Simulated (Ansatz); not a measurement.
# TePb: reading a single point

```
CELL_PARAMETERS angstrom
0.00000 3.16275 3.16275
3.16275 0.00000 3.16275
3.16275 3.16275 0.00000
ATOMIC_POSITIONS crystal
Pb 0.00000 0.00000 0.00000
Te 0.50000 0.50000 0.50000
```

Single point in Ansatz 0.2.0 with PBE, no spin polarisation. Cutoff 420 eV, PAW datasets, 7×7×7 Γ-centred k mesh, fermi-dirac filling (width 0.01 eV).

(1) Are the atoms at rest?

(2) What does the stress say?

(3) What do density and ELF say about some of the short contacts?

(4) Is there a gap, and of what kind?

(5) What is the character of the valence top and the conduction bottom?

(6) Which element gives electrons and which takes them?

(7) Is it stable against the elements?

Origin: a database entry at a rescaled volume. Caveats: no spin-orbit coupling, which can shift this gap by tenths of an eV; the mesh misses a band edge that the path finds.

## Answers

(1) The forces vanish by the symmetry of the sites.

(2) The pressure is 5.6 GPa (compression positive), so with the atoms held at these fractions the cell would first expand.

(3) Pb–Te at 3.16 Å: least valence density 0.22 e/Å³ and ELF 0.32 there. Both are smooth PAW fields, read partly inside the augmentation spheres.

(4) The gap is 0.58 eV, direct at the points sampled.

(5) Within 0.7 eV of the edges, the states project mainly on Te p (67 %), Pb s (16 %) and Pb p (14 %) below the gap and on Pb p (71 %) above it.

(6) Bader charges in e: Te -0.66, Pb +0.66. In the mean Pb gives up most and Te takes most, against the order of Pauling's electronegativities.

(7) -0.35 eV an atom against the elements' usual phases (free molecules for gases, crystals otherwise, with no correction for O₂ or N₂), so it is bound against them; other compounds may still compete. Relaxing would lower it.
